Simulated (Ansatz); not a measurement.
Si$_{2}$H$_{2}$O$_{3}$:
```cif
data_H24O36Si24
_chemical_formula_sum 'Si24 H24 O36'
_space_group_name_H-M_alt 'R-3 :H'
_space_group_IT_number 148
_space_group_name_Hall '-R 3'
_cell_length_a 8.93192
_cell_length_b 8.93192
_cell_length_c 14.86254
_cell_angle_alpha 90.000
_cell_angle_beta 90.000
_cell_angle_gamma 120.000
loop_
_atom_site_label
_atom_site_type_symbol
_atom_site_symmetry_multiplicity
_atom_site_Wyckoff_symbol
_atom_site_fract_x
_atom_site_fract_y
_atom_site_fract_z
_atom_site_occupancy
Si1 Si 18 f 0.12170 0.34317 0.10610 1
Si2 Si 6 c 0.00000 0.00000 0.31814 1
H1 H 18 f 0.00819 0.16781 0.07372 1
H2 H 6 c 0.00000 0.00000 0.22022 1
O1 O 18 f 0.19708 0.08263 0.35461 1
O2 O 18 f 0.00970 0.41221 0.15951 1
```
(The calculation used a cell of 28 atoms; values per cell refer to that cell.)

Relaxed with r²SCAN+D4. 

### Question
HSE06 on this cell (Ansatz, a quantum-chemistry and plane-wave program, PAW) gives a gap of 8.10 eV. What does r²SCAN+D4 give?

### Answer
6.92 eV.

Cost on shared cores: the r²SCAN+D4 run (SCF on a 4×4×4 mesh, then bands and DOS) roughly 9 core-minutes, the HSE06 run (SCF on 3×3×3, then a few points) very roughly 18 core-minutes; the tasks are unlike.

The workflow started from a Materials Project entry (that database holds measured and hypothetical structures alike); the Crystallography Open Database files this formula in space group No. 148, but the cells were not matched. Its standing as an ambient phase is unchecked. The r²SCAN+D4 relaxation kept the symmetry of its start; whether a distortion lowers the energy is not shown.

Potentials: the later of the program's two PAW sets.

Ansatz is a plane-wave DFT program.
